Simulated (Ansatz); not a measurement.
A distorted cell of Ga₂O₃ (beta-Ga2O3 type, space group C2/m):

```
CELL_PARAMETERS angstrom
      6.22762    -1.54173     0.00000
      6.22762     1.54173     0.00000
     -1.39233     0.00000     5.71032
ATOMIC_POSITIONS crystal
  Ga 0.09063 0.09063 0.79510
  Ga 0.90937 0.90937 0.20490
  Ga 0.65888 0.65888 0.31524
  Ga 0.34112 0.34112 0.68476
  O  0.16087 0.16087 0.09173
  O  0.83913 0.83913 0.90827
  O  0.16867 0.16867 0.57459
  O  0.83133 0.83133 0.42541
  O  0.49276 0.49276 0.25491
  O  0.50724 0.50724 0.74509
```

Computed with PBE (plane waves to 420 eV, PAW, scalar-relativistic; Ansatz, a program for electronic structure). k mesh 11×11×6 (Γ-centred), Fermi-Dirac smearing 0.05 eV. Stress and pressure are positive under compression. Ga2O3 was relaxed with its symmetry unable to fall.

### Question
What forces act on the atoms (eV/Å, Cartesian)?

### Answer
```
atom      Fx     Fy      Fz
----  ------  -----  ------
Ga1   -1.488  0.000  -0.479
Ga2    1.488  0.000   0.479
Ga3   -0.457  0.000  -0.770
Ga4    0.457  0.000   0.770
O5     0.432  0.000   3.331
O6    -0.432  0.000  -3.331
O7     2.482  0.000  -1.981
O8    -2.482  0.000   1.981
O9     1.158  0.000   0.316
O10   -1.158  0.000  -0.316
```

### Question
Give the stress tensor in GPa and the pressure.

### Answer
```
   1.29     0.00    -0.48
   0.00    -0.64     0.00
  -0.48     0.00     8.34
```
The pressure, a third of the trace, is 3.00 GPa.

(For displaced atoms, the force is minus the slope of the energy, and its curvature is a force constant, which sets phonon frequencies.)
